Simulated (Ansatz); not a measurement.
**ZrHg: computed property card**

ZrHg:
```xyz
2
Lattice="3.1398 0.0000 0.0000 0.0000 3.1398 0.0000 0.0000 0.0000 4.2915" Properties=species:S:1:pos:R:3 pbc="T T T"
Hg     0.0000     0.0000     0.0000
Zr     1.5699     1.5699     2.1457
```

Space group P4/mmm (No. 123), L1₀ or tetragonal B2; conventional cell a = b = 3.140 Å, c = 4.291 Å, α = β = γ = 90.00°.

Method: plane-wave PAW r²SCAN (Ansatz code). Structure relaxed to zero pressure with the same functional. Other levels are named where they apply.

### Cell and energy

```
Item                                                          Result
-----------------------------------------------------  -------------
Volume per atom                                             21.15 Å³
Density                                                  11.45 g/cm³
Formation energy from the elements (no fitted shifts)  -0.24 eV/atom
```

### Electronic structure

```
Quantity                                                                    Result
------------------------------------  --------------------------------------------
Electronic character                                             metallic (no gap)
Density of states at the Fermi level  0.91 states/eV per atom (mean over ±0.08 eV)
Gap with spin–orbit coupling                                       none (metallic)
```

### Mechanics

```
Property                              Value
----------------------------------  -------
Bulk modulus (Birch–Murnaghan fit)  110 GPa
Pressure derivative B′                  4.5
```

### Charges

```
Property                     Result
-------------  --------------------
Bader charges  Hg -1.17, Zr +1.17 e
```

The workflow started from an entry of the Crystallography Open Database (COD). Its standing as an ambient phase is unchecked. The cell was relaxed with r²SCAN under the symmetry of its start; whether a distortion lowers the energy is not shown. The run is not spin-polarised. Axis ratios of metals converge slowly with the k-mesh, so a and c are less sure than the volume. The references are the lowest solids computed at this level, not always the standard phases. Spin–orbit coupling is left out wherever it is not named.

Potentials: the later of the program's two PAW sets.
